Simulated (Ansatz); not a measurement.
One input, then a changed one: PdF (CsCl type)

First run: DFT, PBEsol, all-electron LAPW, scalar-relativistic (Ansatz 0.2.0).

Command: `ansatz run input.yaml --threads 1 --pin off --max-ram 2048MiB --backend cpu --events-out ev --progress --plain --runs-dir out` It took 27 s on 1 thread of Arm Neoverse V1 (shared host), peak memory 0.46 GiB.

```yaml
crystal:
  lattice:
    - [2.5415656476, 0.0, 0.0]
    - [0.0, 2.5415656476, 0.0]
    - [0.0, 0.0, 2.5415656476]
  atoms:
    - { symbol: Pd, position: [0.0, 0.0, 0.0] }
    - { symbol: F, position: [0.5, 0.5, 0.5] }
kpoints:
  mp_grid: { grid: [14, 14, 14] }
scf:
  occupations: { method: fermi_dirac, width: 0.05 }
hamiltonian:
  xc: pbesol
  pseudopotentials: { kind: all_electron, lapw: { basis_error: 0.001 } }
output:
  forces: true
  stress: true
  eigenvalues: true
  populations: true
```

The cell comes from a relaxation on PAW files under the same functional, begun from a prototype that needn't be the stable phase.

This run: volume at 0.68 of the series' base cell.

It converges in 9 SCF iterations at a pressure of 131.1 GPa.

The input is then changed:

```diff
   pseudopotentials: { kind: all_electron, lapw: { basis_error: 0.001 } }
+  hubbard: { sites: [{ species: Pd, l: d, u_eff: 3.0 }], double_counting: fll }
 output:
```

Task: Predict the outcome of the changed run.

Result: It converges in 9 SCF iterations at a pressure of 130.1 GPa. Results part of its log:
```
SCF 1 converged in 9 iterations: F = -139945.579627 eV  dr2 = 5.04e-9
SCF converged after 9 iterations
Free energy (F): -139945.579627 eV
Harris-Foulkes:  -139945.579627 eV  (|F-HF|=1.43e-8)
Internal energy: -139945.558668 eV  (E = F + TS)
E sigma→0 (E₀):  -139945.569147 eV
Entropy (-TS):   -0.020959 eV (-10.479 meV/atom)
Fermi energy:    24.035783 eV
--- Per-component energies (eV) ---
  E_band       = -5894.375187
  E_kinetic    = 145957.419971
  E_xc         = -4137.530870
  E_hubbard    = 1.116438  (on-site DFT+U / exact-exchange correction)
  E_vhub       = -11.531516  (the Hubbard potential's part of the band-sum identity)
  E_electrostatic = -281766.564207  (all electrons and nuclei)
  E_smearing   = -0.020959  (= −TS)
  E_closure    = 0.000000  (closes the sum)
  E_atoms      = -139942.164082  (free atoms, spherical and without spin; not in F)
  Σ components = -139945.579627   (vs F -139945.579627, Δ=0.00e0)
  Basis errors (estimates in eV, not in F): energy 3.1e-4 per atom: plane waves 2.7e-4 (1.4e-4 summed), levels above the bands 2.2e-178, relativity 3.6e-8, radial functions 4.3e-5, core shells 4.7e-7; eigenvalues (radial functions only) 6.1e-6; not estimated: angular momenta, meshes, grids; target (lapw.basis_error) 1.0e-3; muffin-tin radii F 0.994 Å, Pd 1.207 Å
--- Forces (eV/Å), atoms counted from 1 ---
  atom   1  Pd    -0.00000000     0.00000000     0.00000000
  atom   2  F      0.00000000    -0.00000000    -0.00000000
  max |Σ_I F_I| component: 2.76e-30 eV/Å
--- Stress (GPa, compression-positive) ---
      130.140331       0.000000       0.000000
        0.000000     130.140331       0.000000
        0.000000       0.000000     130.140331
  P = ⅓ Tr σ = 130.1403 GPa (1301.403 kbar)
--- Band table (eV; the first three rows and the last of 120) ---
  k-point 0: bands = ["-488.8021", "-488.8021", "-488.8021", "-298.7301", "-298.7301", "-298.6798", "-298.6798", "-298.6798", "-58.9341", "-24.5489", "-24.5489", "-24.5489", "-2.0891", "17.9122", "17.9122", "18.2957", "18.2957", "18.2957", "23.2230", "23.2230", "23.2230", "24.2206", "44.4743", "44.4743", "46.6384"]
  k-point 1: bands = ["-488.8021", "-488.8021", "-488.8021", "-298.7301", "-298.7301", "-298.6798", "-298.6798", "-298.6798", "-58.9314", "-24.5788", "-24.5464", "-24.5464", "-2.0464", "17.3917", "17.9457", "18.2170", "18.2170", "18.7155", "23.2349", "23.2701", "23.2701", "24.5256", "43.8896", "44.0423", "46.5896"]
  k-point 2: bands = ["-488.8021", "-488.8021", "-488.8021", "-298.7301", "-298.7301", "-298.6798", "-298.6798", "-298.6798", "-58.9244", "-24.6616", "-24.5393", "-24.5393", "-1.9260", "16.5244", "18.0042", "18.0042", "18.0411", "19.4145", "23.2685", "23.3975", "23.3975", "25.2999", "42.6263", "43.0079", "46.3750"]
  k-point 119: bands = ["-488.8021", "-488.8021", "-488.8021", "-298.7301", "-298.7301", "-298.6798", "-298.6798", "-298.6798", "-58.7668", "-24.9652", "-24.9652", "-24.9652", "-0.3419", "13.5031", "13.5031", "13.5031", "24.5782", "24.5782", "24.5782", "25.0617", "25.0617", "34.0797", "34.0797", "34.0797", "46.3498"]
Occupation matrices written to <dir>
--- Löwdin populations: 2 sites ---
  site symbol       q [e]
     0     Pd     45.1765
     1      F      9.6727
  spilling = 0.002742 (of n_electrons = 55.000000)
```
